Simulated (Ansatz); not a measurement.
## What DFT gives for CoPt2W

```
CELL_PARAMETERS angstrom
3.96168 0.00000 0.00000
0.00000 3.96168 0.00000
0.00000 0.00000 3.88595
ATOMIC_POSITIONS crystal
Co 0.50000 0.50000 0.00000
Pt 0.00000 0.50000 0.50000
Pt 0.50000 0.00000 0.50000
W 0.00000 0.00000 0.00000
```

The numbers come from plane-wave PAW DFT (Ansatz): r2SCAN, no spin polarisation, 500 eV, 9×9×9 Γ-centred k points, fermi-dirac occupations (width 0.1 eV). Nothing was relaxed.

(1) Describe some of the short contacts.

(2) Metal or insulator?

(3) How is the charge shared?

(4) What does the stress say?

(5) What is the formation energy?

Origin: a known structure type with other elements, at an estimated volume, so it need not be a known compound. Caveats: no spin polarisation, so a magnetic state may lie lower; atoms or cell far from equilibrium.

Run time, from a saved density: 74 s on 1 thread of Intel(R) Xeon(R) Platinum 8375C CPU @ 2.90GHz (Ice Lake), with other jobs on the host, peak memory 0.69 GiB. The time holds forces, stress, Bader, DOS, bands, ELF.

Answers

(1) Co–Pt at 2.77 Å: least valence density 0.28 e/Å³ and ELF 0.25 there. Pt–W at 2.77 Å: least valence density 0.38 e/Å³ and ELF 0.33 there. Co–W at 2.80 Å: least valence density 0.28 e/Å³ and ELF 0.34 there. Both are smooth PAW fields, read partly inside the augmentation spheres.

(2) It is a metal, with about 5.3 states/eV a cell as the mean within 0.25 eV of the Fermi level, mostly W d (46 %), Co d (29 %) and Pt d (20 %).

(3) Bader charges in e: Co +0.25, Pt -0.69, W +1.12. In the mean W gives up most and Pt takes most, against the order of Pauling's electronegativities.

(4) The pressure is -19.3 GPa (compression positive), so with the atoms held at these fractions the cell would first shrink. The principal stresses -21.3, -21.3, -15.3 GPa differ, so its shape would change too.

(5) 0.14 eV an atom against the elements' usual phases (free molecules for gases, crystals otherwise, with no correction for O₂ or N₂), so at this geometry it isn't bound against them. Relaxing would lower it.
